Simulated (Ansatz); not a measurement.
# Al$_{2}$Cu: clamped-ion strain scan

These are results of Ansatz, DFT r2SCAN, scalar-relativistic, plane waves, PAW, not measurements. Cutoff 500 eV, Γ-centred 12×12×16 k-points, Gaussian smearing of 0.15 eV. No spin polarisation. Energies are free energies at this smearing, counted from the undisturbed cell; pressure is positive in compression.

The starting cell (relaxed at this level; it needn't be the usual structure):

```xyz
3
Lattice="4.0880 0.0000 0.0000 0.0000 4.0880 0.0000 0.0000 0.0000 2.8513" Properties=species:S:1:pos:R:3 pbc="T T T"
Al    2.0440    0.0000    1.4257
Al    0.0000    2.0440    1.4257
Cu    0.0000    0.0000    0.0000
```

The cell is strained by ε times the Voigt pattern (0, 0, 0, 0, 0, 1) (xx, yy, zz, yz, xz, xy; engineering shear) with fractional coordinates fixed. The cell is metallic on the mesh throughout.

```
      ε  ΔE (meV/atom)
-0.0600            9.7
-0.0300            2.5
 0.0000            0.0
 0.0150            0.6
 0.0450            5.6
```

Task: Predict the stress summed along the pattern (GPa, tension positive) at each point.

Result:
```
      ε  stress summed along the pattern (GPa, tension positive)
-0.0600                                                    -3.13
-0.0300                                                    -1.66
 0.0000                                                     0.00
 0.0150                                                     0.85
 0.0450                                                     2.41
```